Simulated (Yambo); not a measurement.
G0W0@LDA for ZnS (zinc blende, space group F-43m, No. 216) in Yambo. Reference settings: 4×4×4 Γ-centred k mesh, bands 5 to 151 and a 14 Ry block in the screening, 151 bands in G with the Bruneval-Gonze terminator, plasmon pole fitted at 27.2 eV. The LDA gap Γ → Γ on this mesh is 2.13 eV; G0W0 gaps are taken between the same points.

The settings were changed. The gap went from 3.67 eV to 3.57 eV, and the shift of the valence edge from -1.12 eV to -0.77 eV.

Task: What was changed between the two runs?
A) 54 bands in G
B) no terminator
C) 54 bands in G, no terminator
D) wavefunctions cut at 25 Ry

Result: C, 54 bands in G, no terminator. The others gave (gap, valence shift): no terminator: 3.63, -1.04 eV; 54 bands in G: 3.70, -1.15 eV; wavefunctions cut at 25 Ry: 3.47, -0.84 eV.

Geometry relaxed with LDA; primitive cell a = 3.7446 Å, b = 3.7446 Å, c = 3.7446 Å, α = 60.00°, β = 60.00°, γ = 60.00°.

A shift is the quasiparticle energy of the state minus its LDA energy.
